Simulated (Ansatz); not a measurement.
Ansatz (a first-principles code) input:

Ansatz 0.2 input:
```yaml
crystal:
  lattice:
    - [4.2718584889, 0.0, 0.0]
    - [0.0, 4.2718584889, 0.0]
    - [0.0, 0.0, 6.0234357387]
  atoms:
    - { symbol: Cd, position: [0.5, 0.5, 0.5] }
    - { symbol: Hg, position: [0.0, 0.0, 0.0] }
    - { symbol: Se, position: [0.0, 0.5, 0.2531292578] }
    - { symbol: Se, position: [0.5, 0.0, 0.7468707422] }
kpoints:
  mp_grid: { grid: [10, 10, 7] }
hamiltonian:
  xc: lda
  pseudopotentials: { kind: paw }
scf:
  occupations: { method: fermi_dirac, width: 0.1 }
phonons:
  method: dfpt
  response_accuracy: low
  eigenvectors: true
  rigid_motions: translations
```

Output (shortened):

```
Pseudopotential: Cd, paw, valence charge 20
Pseudopotential: Hg, paw, valence charge 20
Pseudopotential: Se, paw, valence charge 16
Functional definition: SPW92
Crystal: 4 atoms, lattice volume = 109.920 Å³
Basis set: ecut = 420 eV, 2157 PW (Γ), exchange–correlation on 60×60×90 points (8 copies of the dense FFT grid, shifted against one another)
Bands: 44, of which v1, the nominal top of the filled ones, is band 36 counted from 1 (35 counted from 0)
Symmetry: 8 space group operations
k-points: 144 of 700 (irreducible under 4 space group operations, time reversal used)
SCF iter   1: F=—  HF=-32408.291297 eV  |F-HF|=—  |Δ(HF+E_count)|=         —  Δρ=6.19e-3  dr2=3.25e-2  ethr=1.77e-3  ⟨swp⟩=7.0  Hψ=23654  notcnv=0  defer=24
preconditioner: auto → Resta (q_TF=auto, 2.543 Å⁻¹)
SCF iter   2: F=—  HF=-32408.283532 eV  |F-HF|=—  |Δ(HF+E_count)|=   7.77e-3  Δρ=2.84e-3  dr2=7.30e-3  ethr=4.51e-5  ⟨swp⟩=2.1  Hψ=9732  notcnv=0  defer=46
SCF iter   3: F=—  HF=-32408.282062 eV  |F-HF|=—  |Δ(HF+E_count)|=   1.47e-3  Δρ=9.04e-4  dr2=8.74e-4  ethr=1.01e-5  ⟨swp⟩=2.0  Hψ=6409  notcnv=0  defer=47
SCF iter   4: F=—  HF=-32408.282023 eV  |F-HF|=—  |Δ(HF+E_count)|=   3.88e-5  Δρ=1.96e-4  dr2=4.94e-5  ethr=1.21e-6  ⟨swp⟩=2.0  Hψ=7272  notcnv=0  defer=47
SCF iter   5: F=—  HF=-32408.282043 eV  |F-HF|=—  |Δ(HF+E_count)|=   2.06e-5  Δρ=6.72e-5  dr2=5.40e-6  ethr=6.86e-8  ⟨swp⟩=2.2  Hψ=8276  notcnv=0  defer=47
SCF iter   6: F=—  HF=-32408.282045 eV  |F-HF|=—  |Δ(HF+E_count)|=   2.07e-6  Δρ=1.66e-5  dr2=3.37e-7  ethr=7.50e-9  ⟨swp⟩=2.0  Hψ=10551  notcnv=0  defer=47
SCF iter   7: F=—  HF=-32408.282045 eV  |F-HF|=—  |Δ(HF+E_count)|=   1.68e-7  Δρ=2.90e-6  dr2=9.71e-9  ethr=4.68e-10  ⟨swp⟩=2.0  Hψ=7704  notcnv=0  defer=47
SCF iter   8: F=—  HF=-32408.282045 eV  |F-HF|=—  |Δ(HF+E_count)|=   7.68e-9  Δρ=1.22e-6  dr2=1.81e-9  ethr=1.35e-11  ⟨swp⟩=2.0  Hψ=10128  notcnv=0  defer=47
SCF iter  11: F=-32408.282045 eV  HF=-32408.282045 eV  |F-HF|=7.28e-12  |Δ(HF+E_count)|=  1.46e-11  Δρ=4.67e-8  dr2=1.97e-12  ethr=1.00e-12  ⟨swp⟩=9.5  Hψ=29110  notcnv=0
the last iteration of the SCF fills more bands at one k-point than at another …
SCF 1 converged in 11 iterations: F = -32408.282045 eV  dr2 = 1.97e-12
DFPT response loops at Γ: preconditioner auto → none (partly filled bands, converged f_vac=0.181); β = 0.50; Broyden in place of MSR1
SCF converged after 11 iterations
Free energy (F): -32408.282045 eV
Harris-Foulkes:  -32408.282045 eV  (|F-HF|=7.28e-12)
Internal energy: -32408.280043 eV  (E = F + TS)
E sigma→0 (E₀):  -32408.281044 eV
Entropy (-TS):   -0.002002 eV (-0.501 meV/atom)
Fermi energy:    8.481821 eV
--- Per-component energies (eV) ---
  E_band       = -1767.979292
  E_kinetic    = 1348.016817
  E_local      = -12076.967878  (includes V_loc(G=0)·N_el)
  E_nonlocal   = -1056.445666
  E_hartree    = 5629.379671
  E_xc         = -601.516353
  E_vxc        = -680.228685  (∫ρ·V_xc dr)
  E_paw        = -17256.362887  (= ΣΔE_a)
  E_vpaw       = -561.112945  (= ΣTr[D̂ρ^β])
  E_aug_tail   = -0.000374  (compensation charges beyond the density's cutoff)
  E_ewald      = -8400.160760
  E_core_change = 5.777386  (= ΣΔE_core)
  E_smearing   = -0.002002  (= −TS)
  E_closure    = 0.000000  (closes the sum)
  Σ components = -32408.282045   (vs F -32408.282045, Δ=0.00e0)
  [band-id]    e_kinetic+e_local+e_nonlocal+2·e_hartree+e_vxc+e_vpaw+e_augmentation_tail = -1767.979389   (vs E_band -1767.979292, Δ=-9.70e-5)
--- Band table (eV; the first three rows and the last of 144) ---
  k-point 0: bands = ["-106.2678", "-93.5246", "-54.6723", "-54.6722", "-54.6722", "-54.5851", "-54.5816", "-54.5816", "-39.1678", "-39.1677", "-39.1675", "-39.1675", "-39.1514", "-39.1513", "-39.1427", "-39.1427", "-39.1389", "-39.1388", "-5.0496", …
  k-point 1: bands = ["-106.2678", "-93.5246", "-54.6723", "-54.6722", "-54.6722", "-54.5851", "-54.5816", "-54.5816", "-39.1678", "-39.1677", "-39.1675", "-39.1675", "-39.1514", "-39.1513", "-39.1427", "-39.1427", "-39.1389", "-39.1388", "-5.0209", …
  k-point 2: bands = ["-106.2678", "-93.5246", "-54.6723", "-54.6722", "-54.6722", "-54.5851", "-54.5816", "-54.5816", "-39.1678", "-39.1677", "-39.1675", "-39.1675", "-39.1514", "-39.1513", "-39.1427", "-39.1427", "-39.1389", "-39.1388", "-4.9401", …
  k-point 143: bands = ["-106.2678", "-93.5246", "-54.6723", "-54.6723", "-54.6723", "-54.5851", "-54.5819", "-54.5819", "-39.1677", "-39.1676", "-39.1676", "-39.1675", "-39.1514", "-39.1514", "-39.1429", "-39.1428", "-39.1388", "-39.1388", "-4.4435", …
--- Phonons (Γ-DFPT): 7 representative perturbations + reference, on 144 of 700 k-points (Σ response iterations 21) ---
  ASR residual: 1.352e-3 → 0.000e0 eV/Å²; symmetrization residual: 4.370e-4 eV/Å²
  ASR residual per site (eV/Å²): 4.64e-4 1.35e-3 5.66e-4 5.66e-4
  Γ frequencies (cm⁻¹): 0.00 0.00 0.00 27.78 27.78 113.99 150.97 150.97 161.16 175.99 188.54 188.54
  non-analytic LO–TO correction: not included (Born effective charges unavailable; polar crystals: no LO–TO splitting at Γ)
```

Cost: very roughly 11 core-minutes on shared cores.

Space group P-4m2. The workflow started from a Materials Project entry (that database holds measured and hypothetical structures alike); the Crystallography Open Database copy checked does not list it. With Cd and Hg taken as one species the cell has the higher symmetry F-43m, so it may be an ordered model of a mixed-site phase. Whether it is the stable phase at ambient conditions was not checked. Symmetry was held in the LDA relaxation; of distortions, only those at the zone centre were tested. As this level gives no gap, phonon frequencies hold no LO–TO term and depend on the k-mesh and smearing (Fermi–Dirac, 0.1 eV here). Spin–orbit coupling is left out wherever it is not named.

Potentials: the later of the program's two PAW sets.

Ansatz is a plane-wave DFT program.
